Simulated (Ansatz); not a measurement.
# La4YO: rattling a relaxed structure

The cell was found from a proposed guess, not taken from experiment.

All numbers below come from DFT PBE, scalar-relativistic, plane waves, PAW (Ansatz). Settings: cutoff 420 eV, Γ-centred mesh 8×8×8 on the computed 6-atom cell, Gaussian smearing of 0.10 eV; no spin polarisation.

The cell below (6 atoms, space group I4/m (No. 87)) is relaxed within its symmetry.

```
La Y O
1.0
    -4.39066    4.39066    2.35507
     4.39066   -4.39066    2.35507
     4.39066    4.39066   -2.35507
La Y O
4 1 1
Direct
  0.40457 0.21934 0.62391
  0.59543 0.78066 0.37609
  0.78066 0.40457 0.18523
  0.21934 0.59543 0.81477
  0.00000 0.00000 0.00000
  0.50000 0.50000 0.00000
```

For the test a repeat of it with 12 atoms (edges 6.64, 6.64, 9.41 Å) was strained at random (σ = 1.5 % a component), the atoms were moved at random (σ = 0.10 Å), and all was relaxed again on a coarse 4×4×4 mesh (in the run’s order of axes) with 0.20 eV smearing, with no symmetry imposed.

The cell is a metal run without spin; a magnetic state may lie lower.

Task: What happens?

Result: It returns, within 1 meV/atom of the unmoved cell on that mesh and with the same symmetry when read at 0.1 Å (P-1 at 0.01 Å, so small strains and shifts remain). So it is stable against the distortions that fit this cell and that this random move excites. Modes that don't fit the cell aren't tested.
